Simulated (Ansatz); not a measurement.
A: BeS (zinc blende), a = b = c = 4.876 Å, α = β = γ = 90.00°
B: Cu$_{2}$O (cuprite type, space group Pn-3m), a = 4.2984 Å, b = 4.2984 Å, c = 4.2984 Å, α = 90.00°, β = 90.00°, γ = 90.00°
C: InSb (zinc blende), a = 6.635 Å, b = 6.635 Å, c = 6.635 Å, α = 90.00°, β = 90.00°, γ = 90.00°

Scan: energy over volume and axial ratio (atoms clamped). All come from one method, each on a k mesh of its own. All were relaxed with their symmetry unable to fall. At this level the bands of InSb touch or barely overlap; measurements give the solid a gap. Cu2O is run without spin polarisation. Spin-orbit coupling is left out.

Order them by shear modulus C′ = (C11 − C12)/2 (fitted) (lowest first) at the level PBE (plane waves to 420 eV, PAW, scalar-relativistic; Ansatz, a quantum-chemistry and plane-wave program).

B (10 GPa), C (13 GPa), A (48 GPa)

(A scan under strain: stresses follow from slopes of the energy per volume, elastic moduli from its curvatures.)
